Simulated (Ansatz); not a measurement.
InAs (zinc blende)

```cif
data_AsIn
_chemical_formula_sum 'As1 In1'
_space_group_name_H-M_alt 'P 1'
_space_group_IT_number 1
_cell_length_a 4.37465
_cell_length_b 4.37465
_cell_length_c 4.37465
_cell_angle_alpha 60.000
_cell_angle_beta 60.000
_cell_angle_gamma 60.000
loop_
_space_group_symop_operation_xyz
  'x, y, z'
loop_
_atom_site_label
_atom_site_type_symbol
_atom_site_fract_x
_atom_site_fract_y
_atom_site_fract_z
_atom_site_occupancy
As1 As 0.25000 0.25000 0.25000 1
In1 In 0.00000 0.00000 0.00000 1
```

This relaxed cell (volume V₀) is scaled evenly in all directions, its shape held. Symmetry pins the atoms to their sites.

Method: PBE (plane waves to 420 eV, PAW, scalar-relativistic; Ansatz, a quantum-chemistry and plane-wave program). k mesh 10×10×10 (Γ-centred), Fermi-Dirac smearing 0.05 eV. The energy includes the smearing's −TS. At this level the bands of InAs touch or barely overlap; measurements give the solid a gap. InAs was relaxed with its symmetry unable to fall. The zero of ΔE is the relaxed starting cell. The last digit holds for this mesh only.

| V (Å³/atom) | ΔE (meV/atom) |
|---|---|
| 24.864 | 159.8 |
| 26.048 | 82.3 |
| 27.232 | 33.6 |
| 28.416 | 7.7 |
| 29.600 | 0.0 |
| 30.783 | 6.7 |
| 31.967 | 24.7 |
| 33.151 | 51.8 |
| 34.335 | 85.9 |

Problem. What is the fitted pressure derivative B₀′?

Solution. 4.8.

Problem. What bulk modulus B₀ follows from a third-order Birch-Murnaghan fit?

Solution. 48.3 GPa. Check by three points about V = 29.600 Å³/atom, step 2.368: d²E/dV² ≈ (34 − 2·0 + 25) meV / 2.368² = 0.0105 eV/Å⁶, and V·d²E/dV² × 160.2 = 49.9 GPa.

(Under strain, the slope of the energy per volume gives the stress and its curvature an elastic modulus.)
